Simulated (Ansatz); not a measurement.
LaPb3 (Cu3Au type, Pm-3m), the program Ansatz at the r²SCAN level (PAW), all energies at zero smearing, with the estimated change up to a 700 eV cutoff added, with one set of potentials and settings (totals compare only within such a set). Cell of 4 atoms (1 La, 3 Pb): -42029.443 eV.

| element | reference phase | E (eV/atom) |
|---|---|---|
| La | P6_3/mmc, 4 atoms in the cell | -6264.6784 |
| Pb | Fm-3m, 1 atoms in the cell | -11920.8594 |

Formation energy per atom, worked out: (-42029.443 − 1×(-6264.6784) − 3×(-11920.8594))/4 = -0.547 eV/atom (-53 kJ per mol of atoms), at 0 K, without zero-point energy or fitted corrections.

The workflow started from a Materials Project entry (that database holds measured and hypothetical structures alike); the Crystallography Open Database files this formula in space group No. 221, but the cells were not matched. Its standing as an ambient phase is unchecked. Symmetry was held in the r²SCAN relaxation; whether a distortion lowers the energy is not shown. The references are the lowest solids computed at this level, not always the standard phases. Spin–orbit coupling is left out wherever it is not named.

Potentials: the later of the program's two PAW sets.
